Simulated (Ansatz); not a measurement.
Structure: a 6-atom cell of WS2 built on the 2H bulk structure (relaxed group P6_3/mmc), at its r2SCAN+rVV10 minimum. The symmetry is P6_3/mmc (No. 194, hexagonal); a = 3.170 Å, c = 12.491 Å in the conventional setting, 18.12 Å³ an atom. W has 6 S at 2.41 Å; S has 3 W at 2.41 Å.

The questions ask for values computed with Ansatz on this geometry. Calculated for a static, non-magnetic cell.

Given (12×12×2 mesh): The PBE gap is indirect, 1.05 eV (Γ to K–Γ (0.50 of the way from K)), below the direct gap of 1.77 eV at K.

Problem. How does the gap change from PBE to PBE+SOC (12×12×2)?

Solution. With PBE+SOC the valence top lies at Γ and the conduction bottom at K–Γ (0.48 of the way from K), 0.99 eV higher; the smallest vertical gap, at K, is 1.58 eV. The gap differs by -0.06 eV from PBE's.

Problem. How does the gap change from PBE to HSE06 (6×6×2)?

Solution. With HSE06 the valence top lies at Γ and the conduction bottom at K–Γ (0.48 of the way from K), 1.57 eV higher; the smallest vertical gap, at K, is 2.26 eV. The gap differs by +0.52 eV from PBE's.

Problem. How does the gap change from PBE to PBE0 (6×6×2)?

Solution. The PBE0 gap is indirect, 2.23 eV (Γ to K–Γ (0.48 of the way from K)), below the direct gap of 2.91 eV at K. The gap differs by +1.18 eV from PBE's.

Only the levels marked +SOC include spin-orbit coupling.

Where an edge lies off the special points, it is a point of the mesh or the k point where a search put PBE's edge or least direct gap, reused for the other functionals, whose own edges may lie a little apart.

The meshes of the hybrids are coarse, so their gaps aren't converged to the digits shown.
